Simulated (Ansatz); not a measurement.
A scan (energy against volume; even scaling of the relaxed cell, symmetry kept) gave these values. All values below come from PBE (plane waves to 420 eV, PAW, scalar-relativistic; Ansatz, a first-principles code).

The bulk modulus B₀ (third-order Birch-Murnaghan fit) is 141 GPa and the pressure derivative B₀′ (fit) comes out as 5.1. The equilibrium volume of the fit is 11.95 Å³/atom.

Of these crystals, all scanned alike, which one is it?
A. Cu (fcc, Cu type)
B. Ni (fcc, Cu type)
C. CdSe (zinc blende)

A, Cu (fcc, Cu type). The others have, for the bulk modulus: CdSe 44.7 GPa, Ni 197 GPa

All were relaxed with their symmetry unable to fall. Cu is run without spin polarisation. Relaxed Ni ends ferromagnetic. The PAW data are Ansatz's earlier set. The magnetic order is the one the run started from; other orders were not tried. (This holds for the magnetic or f-shell members.)

(A scan under strain: stresses follow from slopes of the energy per volume, elastic moduli from its curvatures.)
